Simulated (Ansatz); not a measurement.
**BaSn: pressure against volume**

A database entry relaxed whole under r2SCAN (Cmcm):

```
CELL_PARAMETERS angstrom
2.68170 -6.32632 0.00000
2.68170 6.32632 0.00000
0.00000 0.00000 4.71416
ATOMIC_POSITIONS crystal
Ba 0.86520 0.13480 0.25000
Ba 0.13480 0.86520 0.75000
Sn 0.57246 0.42754 0.25000
Sn 0.42754 0.57246 0.75000
```

The cell was scaled uniformly, its shape held, and the atoms relaxed at each volume with plane-wave PAW DFT (Ansatz 0.2.0; r2SCAN, 500 eV, 7×7×7 Γ-centred mesh, fermi-dirac occupations of width 0.100 eV; no spin, no spin-orbit coupling). One row is withheld.

```
volume (Å³/atom)  energy over the lowest (meV/atom)  pressure (GPa)
          37.589                               15.2            2.16
          38.389                                6.5            1.36
          39.189                                  ?               ?
          39.988                                0.0            0.00
          40.788                                1.5           -0.57
          41.588                                5.7           -1.09
          42.388                               12.3           -1.55
```

Task: Fit the pressures of the other rows to the third-order Birch-Murnaghan form.

Result: With f = [(V₀/V)^(2/3) − 1]/2 and P = 3B₀f(1 + 2f)^(5/2)[1 + 3(B₀′ − 4)f/2], least squares gives V₀ = 39.99 Å³ an atom, B₀ = 30.3 GPa and B₀′ = 4.5; the rows miss the fit by less than 0.01 GPa. The slope of the energies differs from these pressures by less than 0.05 GPa.

Task: What does the withheld row hold?

Result: The fit gives 0.64 GPa at 39.189 Å³; the run gave 0.64 GPa and 1.5 meV an atom.

Caveats: the shape of the cell was held, so B₀ is an upper bound where the axes differ in stiffness; 0 K, fixed nuclei; the symmetry was kept, and this need not be the phase that is stable at 0 K; one mesh for all volumes; pressure is positive in compression.
